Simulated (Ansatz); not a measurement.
**Formation energy of CdI2-type VP2**

Level of theory: DFT, PBEsol, scalar-relativistic, collinear spin; plane waves to 420 eV with PAW datasets (Ansatz 0.2.0), 12×12×6 k-mesh, Gaussian smearing of 0.05 eV; PAW files: Ansatz's generated set soft_2.

The cell came from substitution into a structure type; whether the compound takes it is for experiment to say.

Symmetry: P-3m1, No. 164, trigonal system. Conventional cell: a = 2.957 Å, b = 2.957 Å, c = 5.169 Å, α = 90.00°, β = 90.00°, γ = 120.00°. V (site symmetry -3m) has 6 P at 2.37 Å as nearest neighbours. Around P (site symmetry 3m) lie 3 V at 2.37 Å and 3 P at 2.54 Å. (Neighbours are counted to 15 % beyond the shortest distance.)

The elements were computed in their standard states with the same datasets, cutoff and functional. Total energies depend on the potentials used, so only differences within one code and one set of settings carry meaning.

Energy of the relaxed cell (3 atoms, smearing extrapolated to zero): -4366.686 eV. Elements, in eV/atom: V -2885.290, P -740.037.

Q: What is the formation energy?

A: [-4366.686 − (1 × -2885.290 + 2 × -740.037)] / 3 = -0.44 eV/atom, or -43 kJ per mole of atoms.

The value is for 0 K, without zero-point energy. A negative value shows stability against the elements alone, not against other compounds or structures.

With 23 valence electrons in the calculation's cell and no magnetic order, the bands, two electrons each, can't all be full or empty: band theory demands a metal. (Only strong correlation, outside this picture, could make a Mott insulator of it.)

The starting moments died out; a magnetic state reached from other starts isn't excluded.
